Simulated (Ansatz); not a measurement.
TiAl$_{3}$:
```yaml
crystal:
  lattice:
    - [-1.90777, 1.90777, 4.27684]
    - [1.90777, -1.90777, 4.27684]
    - [1.90777, 1.90777, -4.27684]
  atoms:
    - { symbol: Al, position: [0.50000, 0.50000, 0.00000] }
    - { symbol: Al, position: [0.75000, 0.25000, 0.50000] }
    - { symbol: Al, position: [0.25000, 0.75000, 0.50000] }
    - { symbol: Ti, position: [0.00000, 0.00000, 0.00000] }
```

Relaxed with PBEsol. Special points in fractions of this cell's reciprocal vectors: Γ (0.000, 0.000, 0.000); X (0.000, 0.000, 0.500); P (0.250, 0.250, 0.250); N (0.000, 0.500, 0.000); M (0.500, 0.500, -0.500); S (0.300, 0.700, -0.300); S0 (-0.300, 0.300, 0.300); R (-0.099, 0.099, 0.500); G (0.500, 0.500, -0.099).

**Question.** List the band energies nearest the Fermi level at these points for plane-wave PAW PBEsol (Ansatz code).

**Answer.** In eV from the Fermi level; about four levels below and three above (degenerate sets whole), none deeper than 8.9 eV; points with the same levels are listed once.

```csv
k,below,above
Γ,-2.63 -1.43 -1.23 -1.23,0.85 1.77 1.77
X,-3.77 -2.70 -2.21 -1.00,1.79 1.97 2.70
P,-4.27 -1.83 -1.83 -1.16,0.86 1.79 1.97
N,-3.63 -2.94 -1.06 -0.27,0.51 1.83 2.11
M,-2.02 -0.91 -0.91 -0.25,0.71 0.71 0.97
S,-5.59 -1.07 -0.77 -0.62,0.57 1.62 2.14
R,-3.62 -2.22 -1.37 -0.87,1.71 1.93 2.22
```

Space group I4/mmm. Symmetry was held in the PBEsol relaxation. No spin polarisation was allowed.

Potentials: the later of the program's two PAW sets.
